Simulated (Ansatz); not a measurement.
## YSi2, first-principles data

YSi₂:
```xyz
6
Lattice="2.7850 2.7843 0.0000 -2.7850 2.7843 0.0000 -2.7797 0.0000 7.2233" Properties=species:S:1:pos:R:3 pbc="T T T"
Y     -0.6949     4.8715     1.8058
Y     -2.0848     0.6970     5.4175
Si    -0.6943     2.0876     2.9901
Si    -2.0854     3.4810     4.2333
Si    -0.6955     2.0876     0.6216
Si    -2.0842     3.4810     6.6017
```

Space group I4_1/amd (No. 141); conventional cell a = b = 3.9381 Å, c = 14.4467 Å, α = β = γ = 90.00°.

Method: PBEsol in the plane-wave PAW code Ansatz. Structure relaxed to zero pressure with the same functional. Other levels are named where they apply.

### Cell and energy

```json
{
 "volume_per_atom": "18.67 Å³",
 "density": "4.30 g/cm³",
 "Formation energy from the elements (no fitted shifts)": "-0.63 eV/atom"
}
```

### Electronic structure

```json
{
 "electronic_character": "metallic (no gap)",
 "Density of states at the Fermi level": "0.47 states/eV per atom (mean over ±0.08 eV)",
 "Gap with spin–orbit coupling": "none (metallic)"
}
```

### Mechanics

```json
{
 "Bulk modulus (Birch–Murnaghan fit)": "941 kbar",
 "Pressure derivative B′": "4.6"
}
```

### Phonons

```json
{
  "highest_zone_centre_frequency": "448 cm⁻¹",
  "zone_centre_stability": "no imaginary mode at Γ"
}
```

The workflow started from a Materials Project entry (that database holds measured and hypothetical structures alike); the Crystallography Open Database copy checked does not list it. COD files the formula under space group No. 191, so this cell is another polymorph or a model. Whether it is the stable phase at ambient conditions was not checked. Symmetry was held in the PBEsol relaxation. The run is not spin-polarised. As this level gives no gap, phonon frequencies hold no LO–TO term and depend on the k-mesh and smearing (Fermi–Dirac, 0.1 eV here). Point labels and valley counts follow the cell and symmetry of the run, lower than the named group. The references are the lowest solids computed at this level, not always the standard phases. Spin–orbit coupling is left out wherever it is not named.

Potentials: the later of the program's two PAW sets.
